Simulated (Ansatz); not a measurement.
**Profile along the Rh–Rh line in Rh (fcc, Cu type)**

Rh (fcc, Cu type)

```cif
data_Rh
_chemical_formula_sum 'Rh1'
_space_group_name_H-M_alt 'P 1'
_space_group_IT_number 1
_cell_length_a 2.70841
_cell_length_b 2.70841
_cell_length_c 2.70841
_cell_angle_alpha 60.000
_cell_angle_beta 60.000
_cell_angle_gamma 60.000
loop_
_space_group_symop_operation_xyz
  'x, y, z'
loop_
_atom_site_label
_atom_site_type_symbol
_atom_site_fract_x
_atom_site_fract_y
_atom_site_fract_z
_atom_site_occupancy
Rh1 Rh 0.00000 0.00000 0.00000 1
```

Fields along a shortest Rh–Rh line of a {110} plane (2.71 Å), from Rh to Rh, interpolated on the slice's grid (step about 0.2 Å). All values below come from PBE (plane waves to 420 eV, PAW, scalar-relativistic; Ansatz, a quantum-chemistry and plane-wave program). k mesh 21×21×21. Inside the PAW spheres the values are not all-electron values, and peaks at nuclei hang on which shells count as valence. Rh is run without spin polarisation. Rh was relaxed with its symmetry unable to fall. The PAW data are Ansatz's earlier set.

```json
[
 {"distance from Rh (Å)": "0.00", "valence electron density (e/Å³)": "14.84", "electron localisation function": "x"},
 {"distance from Rh (Å)": "0.14", "valence electron density (e/Å³)": "14.01", "electron localisation function": "x"},
 {"distance from Rh (Å)": "0.27", "valence electron density (e/Å³)": "11.85", "electron localisation function": "x"},
 {"distance from Rh (Å)": "0.41", "valence electron density (e/Å³)": "9.07", "electron localisation function": "x"},
 {"distance from Rh (Å)": "0.54", "valence electron density (e/Å³)": "6.21", "electron localisation function": "0.64"},
 {"distance from Rh (Å)": "0.68", "valence electron density (e/Å³)": "3.59", "electron localisation function": "0.55"},
 {"distance from Rh (Å)": "0.81", "valence electron density (e/Å³)": "1.76", "electron localisation function": "0.43"},
 {"distance from Rh (Å)": "0.95", "valence electron density (e/Å³)": "0.85", "electron localisation function": "0.30"},
 {"distance from Rh (Å)": "1.08", "valence electron density (e/Å³)": "0.52", "electron localisation function": "0.24"},
 {"distance from Rh (Å)": "1.22", "valence electron density (e/Å³)": "0.40", "electron localisation function": "0.25"},
 {"distance from Rh (Å)": "1.35", "valence electron density (e/Å³)": "0.37", "electron localisation function": "0.27"},
 {"distance from Rh (Å)": "1.49", "valence electron density (e/Å³)": "0.40", "electron localisation function": "0.25"},
 {"distance from Rh (Å)": "1.63", "valence electron density (e/Å³)": "0.52", "electron localisation function": "0.24"},
 {"distance from Rh (Å)": "1.76", "valence electron density (e/Å³)": "0.85", "electron localisation function": "0.30"},
 {"distance from Rh (Å)": "1.90", "valence electron density (e/Å³)": "1.76", "electron localisation function": "0.43"},
 {"distance from Rh (Å)": "2.03", "valence electron density (e/Å³)": "3.59", "electron localisation function": "0.55"},
 {"distance from Rh (Å)": "2.17", "valence electron density (e/Å³)": "6.21", "electron localisation function": "0.64"},
 {"distance from Rh (Å)": "2.30", "valence electron density (e/Å³)": "9.07", "electron localisation function": "x"},
 {"distance from Rh (Å)": "2.44", "valence electron density (e/Å³)": "11.85", "electron localisation function": "x"},
 {"distance from Rh (Å)": "2.57", "valence electron density (e/Å³)": "14.01", "electron localisation function": "x"},
 {"distance from Rh (Å)": "2.71", "valence electron density (e/Å³)": "14.84", "electron localisation function": "x"}
]
```

x: too close to a nucleus for the ELF to mean much.

Density on the Rh–Rh line (2.71 Å) at its midpoint: 0.37 e/Å³. ELF at that point: 0.27.
